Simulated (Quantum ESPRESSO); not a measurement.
# Ge7: input and log of a self-consistent run

Computed values, not a measurement. The program is pw.x of Quantum ESPRESSO 7.5 (plane-wave density functional theory). The cell is made up: 7 atoms on a zincblende/diamond lattice with one site empty, with randomly drawn elements, strain and displacements, not relaxed. PseudoDojo standard norm-conserving files (v0.5 for PBE, v0.4.1 for LDA and PBEsol) set the functional; there is no spin polarisation, spin-orbit coupling or dispersion term, and the masses in the input are unused placeholders. A spin-polarised start on this cell or one of its family kept no moment.

Input:

```
&control calculation='scf', pseudo_dir='./dojo.nc.sr.pbe.v0_5.standard.upf', outdir='./o', disk_io='medium', tprnfor=.true., tstress=.true. /
&system ibrav=0, nat=7, ntyp=1, nbnd=59, ecutwfc=77.98206166, nosym=.true., tot_charge=0,
 occupations='smearing', smearing='fd', degauss=0.0073498644
/
&electrons conv_thr=7.350e-09, electron_maxstep=60, /
ATOMIC_SPECIES
Ge 1.0 Ge.upf
CELL_PARAMETERS angstrom
5.6963 0.0 0.0
0.0 5.6963 0.0
0.0 0.0 5.6963
ATOMIC_POSITIONS angstrom
Ge 0.0131 -0.0041 0.0348
Ge 0.0142 2.8066 2.8295
Ge 2.843 2.8278 -0.0072
Ge 1.4535 1.4329 1.4082
Ge 1.4003 4.2942 4.2487
Ge 4.3316 1.3989 4.2454
Ge 4.3187 4.275 1.3678
K_POINTS automatic
6 6 6 1 1 1
```

The log is shortened where brackets say so; the opening notice, blank lines, dates and the lines on written files are dropped, and the path of the files is cut. It prints rydbergs, bohrs and kilobars, and counts compression as positive stress.

```
     Program PWSCF v.7.5
     Parallel version (MPI & OpenMP), running on       1 processor cores
     Number of MPI processes:                 1
     Threads/MPI process:                     1
     [start-up lines left out]
     bravais-lattice index     =            0
     lattice parameter (alat)  =      10.7644  a.u.
     unit-cell volume          =    1247.3122 (a.u.)^3
     number of atoms/cell      =            7
     number of atomic types    =            1
     number of electrons       =        98.00
     number of Kohn-Sham states=           59
     kinetic-energy cutoff     =      77.9821  Ry
     charge density cutoff     =     311.9282  Ry
     scf convergence threshold =      7.3E-09
     mixing beta               =       0.7000
     number of iterations used =            8  plain     mixing
     Exchange-correlation= PBE
                           (   1   4   3   4   0   0   0)
     [axes and pseudopotential details left out]
   Cartesian axes
     site n.     atom                  positions (alat units)
         1        Ge     tau(   1) = (   0.0022997  -0.0007198   0.0061092  )
         2        Ge     tau(   2) = (   0.0024928   0.4927058   0.4967259  )
         3        Ge     tau(   3) = (   0.4990959   0.4964275  -0.0012640  )
         4        Ge     tau(   4) = (   0.2551656   0.2515493   0.2472131  )
         5        Ge     tau(   5) = (   0.2458262   0.7538578   0.7458701  )
         6        Ge     tau(   6) = (   0.7604234   0.2455805   0.7452908  )
         7        Ge     tau(   7) = (   0.7581588   0.7504872   0.2401208  )
     number of k points=   108  Fermi-Dirac smearing, width (Ry)=  0.0073
     Number of k-points >= 100: set verbosity='high' to print them.
     Dense  grid:   116129 G-vectors     FFT dimensions: (  64,  64,  64)
     Estimated max dynamical RAM per process >     161.63 MB
     Initial potential from superposition of free atoms
     starting charge      97.9942, renormalised to      98.0000
     Starting wfcs are   63 randomized atomic wfcs
     total cpu time spent up to now is       59.1 secs
     per-process dynamical memory:    97.4 Mb
     Self-consistent Calculation
     iteration #  1     ecut=    77.98 Ry     beta= 0.70
     Davidson diagonalization with overlap
     ethr =  1.00E-02,  avg # of iterations =  3.0
     Threshold (ethr) on eigenvalues was too large:
     Diagonalizing with lowered threshold
     Davidson diagonalization with overlap
     ethr =  8.65E-05,  avg # of iterations =  7.7
     total cpu time spent up to now is      455.8 secs
     total energy              =   -1250.32043895 Ry
     estimated scf accuracy    <       0.09768383 Ry
     iteration #  2     ecut=    77.98 Ry     beta= 0.70
     Davidson diagonalization with overlap
     ethr =  9.97E-05,  avg # of iterations =  2.0
     total cpu time spent up to now is      587.1 secs
     total energy              =   -1250.32592563 Ry
     estimated scf accuracy    <       0.01980798 Ry
     iteration #  3     ecut=    77.98 Ry     beta= 0.70
     Davidson diagonalization with overlap
     ethr =  2.02E-05,  avg # of iterations =  2.1
     total cpu time spent up to now is      739.1 secs
     total energy              =   -1250.33124599 Ry
     estimated scf accuracy    <       0.00747021 Ry
     iteration #  4     ecut=    77.98 Ry     beta= 0.70
     Davidson diagonalization with overlap
     ethr =  7.62E-06,  avg # of iterations =  2.0
     total cpu time spent up to now is      853.8 secs
     total energy              =   -1250.33255406 Ry
     estimated scf accuracy    <       0.00043865 Ry
     iteration #  5     ecut=    77.98 Ry     beta= 0.70
     Davidson diagonalization with overlap
     ethr =  4.48E-07,  avg # of iterations =  4.7
     total cpu time spent up to now is      996.5 secs
     total energy              =   -1250.33267714 Ry
     estimated scf accuracy    <       0.00021415 Ry
     iteration #  6     ecut=    77.98 Ry     beta= 0.70
     Davidson diagonalization with overlap
     ethr =  2.19E-07,  avg # of iterations =  2.0
     total cpu time spent up to now is     1174.5 secs
     total energy              =   -1250.33271773 Ry
     estimated scf accuracy    <       0.00000679 Ry
     iteration #  7     ecut=    77.98 Ry     beta= 0.70
     Davidson diagonalization with overlap
     ethr =  6.93E-09,  avg # of iterations =  3.2
     total cpu time spent up to now is     1352.7 secs
     total energy              =   -1250.33271928 Ry
     estimated scf accuracy    <       0.00000049 Ry
     iteration #  8     ecut=    77.98 Ry     beta= 0.70
     Davidson diagonalization with overlap
     ethr =  4.98E-10,  avg # of iterations =  3.7
     total cpu time spent up to now is     1607.6 secs
     total energy              =   -1250.33271941 Ry
     estimated scf accuracy    <       0.00000017 Ry
     iteration #  9     ecut=    77.98 Ry     beta= 0.70
     Davidson diagonalization with overlap
     ethr =  1.76E-10,  avg # of iterations =  2.0
     total cpu time spent up to now is     1841.3 secs
     total energy              =   -1250.33271945 Ry
     estimated scf accuracy    <       0.00000001 Ry
     iteration # 10     ecut=    77.98 Ry     beta= 0.70
     Davidson diagonalization with overlap
     ethr =  1.52E-11,  avg # of iterations =  2.8
     total cpu time spent up to now is     2059.9 secs
     End of self-consistent calculation
     Number of k-points >= 100: set verbosity='high' to print the bands.
     the Fermi energy is     7.5497 ev
!    total energy              =   -1250.33271945 Ry
     estimated scf accuracy    <          6.9E-09 Ry
     smearing contrib. (-TS)   =      -0.00549987 Ry
     internal energy E=F+TS    =   -1250.32721958 Ry
     The total energy is F=E-TS. E is the sum of the following terms:
     one-electron contribution =    -731.94326476 Ry
     hartree contribution      =     425.56807286 Ry
     xc contribution           =    -305.18769439 Ry
     ewald contribution        =    -638.76433329 Ry
     convergence has been achieved in  10 iterations
     Forces acting on atoms (cartesian axes, Ry/au):
     atom    1 type  1   force =     0.01091322    0.01031327   -0.01609909
     atom    2 type  1   force =     0.00130596    0.01786387   -0.00458922
     atom    3 type  1   force =     0.01070800    0.01061359   -0.01929770
     atom    4 type  1   force =     0.01047629   -0.02067074    0.01850273
     atom    5 type  1   force =     0.01915196    0.00189031   -0.00708153
     atom    6 type  1   force =    -0.02905580   -0.01011247    0.00154108
     atom    7 type  1   force =    -0.02349964   -0.00989783    0.02702373
     Total force =     0.071102     Total SCF correction =     0.000515
     Computing stress (Cartesian axis) and pressure
          total   stress  (Ry/bohr**3)                   (kbar)     P=        4.77
   0.00004827   0.00005485  -0.00005547            7.10        8.07       -8.16
   0.00005485   0.00001829  -0.00003711            8.07        2.69       -5.46
  -0.00005547  -0.00003711   0.00003076           -8.16       -5.46        4.52
     init_run     :     54.72s CPU     59.01s WALL (       1 calls)
     electrons    :   1896.47s CPU   2000.84s WALL (       1 calls)
     forces       :     21.99s CPU     22.30s WALL (       1 calls)
     stress       :     85.86s CPU     86.24s WALL (       1 calls)
     [timing details left out]
     PWSCF        :  34m19.69s CPU  36m12.33s WALL
     JOB DONE.
```

In other units: free energy -17011.643 eV for the cell, pressure 0.48 GPa, largest force component 0.747 eV/Å. A rerun of this cell at 1347 eV and a 8 x 8 x 8 mesh moved values by no more than 0.005 eV in energy, 0.02 GPa in stress and 0.002 eV/Å in force.